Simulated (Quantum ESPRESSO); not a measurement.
# Strain and stress in Ge6AlP

These are calculations, not measurements. They come from pw.x of Quantum ESPRESSO 7.5, a plane-wave density functional program, with PseudoDojo standard norm-conserving files (v0.5 for PBE, v0.4.1 for LDA and PBEsol). The cells are made up: elements, strain and atom displacements were drawn at random, and nothing was relaxed. There is no spin polarisation, spin-orbit coupling or dispersion term.

The cell has 8 sites of a zincblende or diamond lattice. Sites 1 to 4 hold Ge Ge Al Ge; sites 5 to 8 hold P Ge Ge Ge. Cell vectors in Å: (5.918, 0.000, 0.000); (0.000, 5.918, 0.000); (0.000, 0.000, 5.931). Settings: PBE, cutoff 1061 eV, 6 x 6 x 6 k mesh shifted by half a step, Fermi-Dirac smearing of 0.1 eV.

Each run adds a strain along z to one cell, with the atoms carried along; the vectors above are those of run 4. Stress is positive in tension and P is minus a third of its trace. E is the free energy for each atom above the lowest run shown.

```
run,strain (%),s_xx (GPa),s_yy (GPa),s_zz (GPa),s_xy (GPa),P (GPa),E (meV/atom)
1,-2.21,4.25,4.22,3.06,-0.62,-3.84,0.00
2,-1.78,4.35,4.33,3.39,-0.61,-4.02,2.23
4,0.22,4.77,4.74,4.85,-0.53,-4.79,15.51
5,0.74,4.86,4.84,5.21,-0.51,-4.97,19.74
6,2.11,5.07,5.06,6.13,-0.46,-5.42,32.27
7,2.36,5.11,5.09,6.29,-0.45,-5.50,34.76
3,-1.53,?,?,?,?,?,?
```

A rerun of one of these cells at 1347 eV and k mesh 8 x 8 x 8 moved values by no more than 0.002 eV in the cell's energy, 0.02 GPa in stress and 0.005 eV/Å in force.

## Worked fit

A parabola through the six runs shown gives s_zz = 4.69 + 0.71 e - 0.014 e² GPa, with e in per cent and a scatter of 0.01 GPa. The slope is a stiffness of 71 ± 1 GPa for each unit of this strain at e = 0. The atoms are clamped, and relaxing them would in general lower it. The error is the larger of the fit's own and the change that a cubic makes, rounded up.

## Withheld run

Question: what s_zz should run 3 give?

The fit gives 3.57 GPa. The calculation gave 3.58 GPa.

| run | strain (%) | s_xx (GPa) | s_yy (GPa) | s_zz (GPa) | s_xy (GPa) | P (GPa) | E (meV/atom) |
| --- | --- | --- | --- | --- | --- | --- | --- |
| 3 | -1.53 | 4.41 | 4.38 | 3.58 | -0.60 | -4.12 | 3.64 |